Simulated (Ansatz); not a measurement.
Relaxed-ion elastic tensor of TaRu (rock salt, space group No. 225) in GPa (Voigt order), DFT-PBEsol in the program Ansatz with PAW potentials; density 13.74 g/cm³, 17.04 Å³ per atom.

```
     1    2    3      4      5      6
-  ---  ---  ---  -----  -----  -----
1  401  128  128    0.0    0.0    0.0
2  128  401  128    0.0    0.0    0.0
3  128  128  401    0.0    0.0    0.0
4  0.0  0.0  0.0  -23.9    0.0    0.0
5  0.0  0.0  0.0    0.0  -23.9    0.0
6  0.0  0.0  0.0    0.0    0.0  -23.9
```

Problem. Is the crystal mechanically stable?

Solution. No: the smallest eigenvalue of C is -23.9 GPa.

Space group Fm-3m (rock salt). The start of the workflow was typed in or built on a structure type; neither database checked (COD, Materials Project) lists it. COD files the formula under space group No. 123, 221. Its standing as an ambient phase is unchecked. The cell was relaxed with PBEsol under the symmetry of its start. At this level the phase is mechanically unstable. The run is not spin-polarised. Its formation energy is positive at this level, so the cell may be metastable or incomplete. As this level gives no gap, shear constants depend on the k-mesh and smearing (Fermi–Dirac, 0.1 eV here). Spin–orbit coupling is left out wherever it is not named.

Potentials: the earlier of the program's two PAW sets. The files were generated under PBE; for other functionals the program regenerates the frozen cores, and for LDA and PBEsol the local potential too.
